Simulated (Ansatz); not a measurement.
KCdF$_{3}$: a vibration from a frozen displacement

Method: DFT LDA, scalar-relativistic, plane waves, PAW (Ansatz 0.2.0). The runs took a 420 eV cutoff, a Γ-centred 6×6×6 mesh and Gaussian smearing (0.05 eV). No spin polarisation. Energies are free energies at this smearing, counted from the undisturbed cell; pressure is positive in compression.

Reference structure (as given, not relaxed at this level; it stands at -3.5 GPa, and it needn't be the usual structure):

```
K Cd F
1.0
     4.38209    0.00000    0.00000
     0.00000    4.38209    0.00000
     0.00000    0.00000    4.38209
K Cd F
1 1 3
Direct
  0.00000 0.00000 0.00000
  0.50000 0.50000 0.50000
  0.00000 0.50000 0.50000
  0.50000 0.00000 0.50000
  0.50000 0.50000 0.00000
```

Every F atom is moved by x along the Cartesian unit vector (-1.000, 0.000, 0.000); the cell and all other atoms stay fixed. The cell's volume is 84.15 Å³; the moved atoms weigh 56.995 u together and the others 151.512 u. Some rows repeat others by symmetry and weren't run.

```
  x (Å)  ΔE (meV/cell) total force on the moved atoms along the move (eV/Å) pressure (GPa)
-0.2000         175.79                                                1.9872         -2.0127
-0.1750         130.49                                                1.6435         -2.3828
-0.1500          93.29                                                1.3389         -2.6963
-0.1250          63.27                                                1.0670         -2.9565
-0.1000          39.71                                                0.8221         -3.1659
-0.0750          21.99                                                0.5982         -3.3266
-0.0500           9.67                                                0.3901         -3.4403
-0.0250           2.40                                                0.1924         -3.5081
 0.0000           0.00                                                0.0000         -3.5305
 0.0250           2.40                                               -0.1924         -3.5081
 0.0500           9.67                                               -0.3901         -3.4403
 0.0750          21.99                                               -0.5982         -3.3266
 0.1000          39.71                                               -0.8221         -3.1659
 0.1250          63.27                                               -1.0670         -2.9565
 0.1500          93.29                                               -1.3389         -2.6963
 0.1750         130.49                                               -1.6435         -2.3828
 0.2000         175.79                                               -1.9872         -2.0127
```

**Question.** What frequency belongs to this motion?

**Answer.** The force constant is k = −dF/dx = 7.696 eV/Å², from the parabola through x = -0.0250, 0 and 0.0250. In every cell the moved atoms swing against the rest, so the mass is μ = m₁m₂/(m₁ + m₂) = 41.416 u, and ν̃ = 521.5 cm⁻¹ × √(|k|/μ) = 225 cm⁻¹, at this cell's pressure of -3.5 GPa. The pattern needn't be a normal mode: ν̃² is then a weighted mean of the squared nonzero frequencies at the zone centre of this cell, taken without macroscopic field, so it lies between the lowest and the highest of them.

**Question.** How far does the harmonic law reach?

**Answer.** At x = -0.200 Å, kx²/2 = 153.92 meV against the computed 175.79 meV (+14.2 %): the well stiffens in this direction at large amplitude.

**Question.** The pressure changes with x². What does that say about the frequency under compression?

**Answer.** With E = k(V)x²/2, k ∝ V^(−2γ) and x scaling with the cell as V^(1/3), P − P0 = −∂E/∂V = (2γ − 2/3) ΔE/V. At x = 0.0500 Å, V(P − P0) = 84.15 × 0.09018 / 160.2 eV = 47.36 meV and ΔE = 9.67 meV, so γ = 1/3 + V(P − P0)/(2ΔE) = 2.78. This is the Grüneisen parameter of the motion under uniform scaling of the cell: shrinking the cell evenly by 1 % in volume raises the frequency by about 2.78 %.

Many cubic perovskites lower their energy by tilts or polar distortions; a scan of this one displacement doesn't rule them out.